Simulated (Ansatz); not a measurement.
Cd:
```xyz
2
Lattice="2.9210 0.0000 0.0000 -1.4605 2.5296 0.0000 0.0000 0.0000 5.3892" Properties=species:S:1:pos:R:3 pbc="T T T"
Cd     0.0000     1.6864     4.0419
Cd     1.4605     0.8432     1.3473
```

This is the LDA-relaxed structure. Cartesian axes are those of the cell as given.

Question: All from LDA (plane waves, PAW; program Ansatz), unless another level is named. Give the bulk modulus (Birch–Murnaghan fit).

Answer: 67.0 GPa.

Question: What about the elastic constants (relaxed ions, GPa)?

Answer: C11 = 135, C12 = 59.1, C13 = 52.0, C33 = 68.0, C44 = 20.7.

Space group P6_3/mmc (hcp (Mg type)). The LDA relaxation kept the symmetry of its start. As this level gives no gap, shear constants depend on the k-mesh and smearing (Fermi–Dirac, 0.1 eV here). On the denser mesh and wider smearing of the elastic run this cell carries a stress of 0.4 GPa.

Potentials: the later of the program's two PAW sets.
